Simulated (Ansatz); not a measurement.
Relaxed-ion elastic tensor of BaO (NiAs type, P6_3/mmc) in GPa (Voigt order), LDA in the plane-wave PAW code Ansatz; density 6.62 g/cm³, 19.22 Å³ per atom.

```
 124  74.4  45.7   0.0   0.0   0.0
74.4   124  45.7   0.0   0.0   0.0
45.7  45.7   182   0.0   0.0   0.0
 0.0   0.0   0.0  29.4   0.0   0.0
 0.0   0.0   0.0   0.0  29.4   0.0
 0.0   0.0   0.0   0.0   0.0  24.6
```

Problem. Is the crystal mechanically stable?

Solution. Yes: the smallest eigenvalue of C is 24.6 GPa.

Problem. Work out the Voigt, Reuss and Hill averages.

Solution. K_V = 84.5, K_R = 84.0, K_H = 84.3; G_V = 34.3, G_R = 30.3, G_H = 32.3 GPa.

Problem. Give Young's modulus, Poisson's ratio, Pugh's ratio and the universal anisotropy index.

Solution. E = 9KG/(3K + G) = 85.9 GPa; ν = 0.33; K/G = 2.61 (ductile by the Pugh limit of 1.75); A_U = 5G_V/G_R + K_V/K_R − 6 = 0.66.

Problem. Estimate the sound speeds and the Debye temperature.

Solution. v_l = √((K + 4G/3)/ρ) = 4380 m/s, v_t = √(G/ρ) = 2210 m/s, mean 2480 m/s; Θ = (h/k)(3n/4πV)^(1/3) v_m = 275 K.

Problem. How much does each axis shrink under pressure?

Solution. Linear compressibilities β_i = Σ_j S_ij (j = 1 to 3): x 4.3, y 4.3, z 3.3 per TPa.

The first step of the workflow began from a Materials Project structure, measured or hypothetical; the Crystallography Open Database copy checked does not list it. It is not the phase usual at ambient conditions (space group No. 225). The cell was relaxed with LDA under the symmetry of its start; whether a distortion lowers the energy is not shown. Scalar-relativistic: spin–orbit coupling is off unless named, which matters more the heavier the elements.

Potentials: the later of the program's two PAW sets.
